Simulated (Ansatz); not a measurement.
LaH$_{3}$O$_{3}$:
```yaml
crystal:
  lattice:
    - [6.38995, 0.00000, 0.00000]
    - [-3.19498, 5.53386, 0.00000]
    - [0.00000, 0.00000, 3.74766]
  atoms:
    - { symbol: La, position: [0.33333, 0.66667, 0.75000] }
    - { symbol: La, position: [0.66667, 0.33333, 0.25000] }
    - { symbol: H, position: [0.27659, 0.13096, 0.75000] }
    - { symbol: H, position: [0.72341, 0.86904, 0.25000] }
    - { symbol: H, position: [0.85438, 0.72341, 0.75000] }
    - { symbol: H, position: [0.14562, 0.27659, 0.25000] }
    - { symbol: H, position: [0.86904, 0.14562, 0.75000] }
    - { symbol: H, position: [0.13096, 0.85438, 0.25000] }
    - { symbol: O, position: [0.38614, 0.30575, 0.75000] }
    - { symbol: O, position: [0.61386, 0.69425, 0.25000] }
    - { symbol: O, position: [0.91961, 0.61386, 0.75000] }
    - { symbol: O, position: [0.08039, 0.38614, 0.25000] }
    - { symbol: O, position: [0.69425, 0.08039, 0.75000] }
    - { symbol: O, position: [0.30575, 0.91961, 0.25000] }
```

Relaxed with LDA. Special points in fractions of this cell's reciprocal vectors: Γ (0.000, 0.000, 0.000); M (0.500, 0.000, 0.000); K (0.333, 0.333, 0.000); A (0.000, 0.000, 0.500); L (0.500, 0.000, 0.500); H (0.333, 0.333, 0.500).

Question: List the band energies nearest the valence-band maximum at these points for LDA (plane waves, PAW; program Ansatz).

Answer: In eV from the valence-band maximum; about four levels below and three above (degenerate sets whole), none deeper than 8.9 eV; points with the same levels are listed once.

```tsv
k	below	above
Γ	-1.29 -1.29 -0.77 -0.77 0.00	3.70 4.82 5.28 5.28
M	-1.24 -0.78 -0.75 -0.49	4.48 5.08 5.10
K	-1.21 -0.73 -0.66 -0.66	4.51 5.10 5.10
A	-0.94 -0.94 -0.94 -0.94	5.07 5.07 5.29 5.29 5.29 5.29
L	-0.79 -0.79 -0.73 -0.73	5.10 5.10 5.20 5.20
H	-1.03 -1.03 -1.03 -1.03 -0.71 -0.71	5.13 5.13 5.18 5.18
```

Space group P6_3/m. The workflow started from a Materials Project entry (that database holds measured and hypothetical structures alike); the Crystallography Open Database copy checked does not list it. Its standing as an ambient phase is unchecked. The cell was relaxed with LDA under the symmetry of its start. At this level the phase is dynamically unstable (imaginary phonons). Scalar-relativistic: spin–orbit coupling is off unless named, which matters more the heavier the elements.

Potentials: the later of the program's two PAW sets.
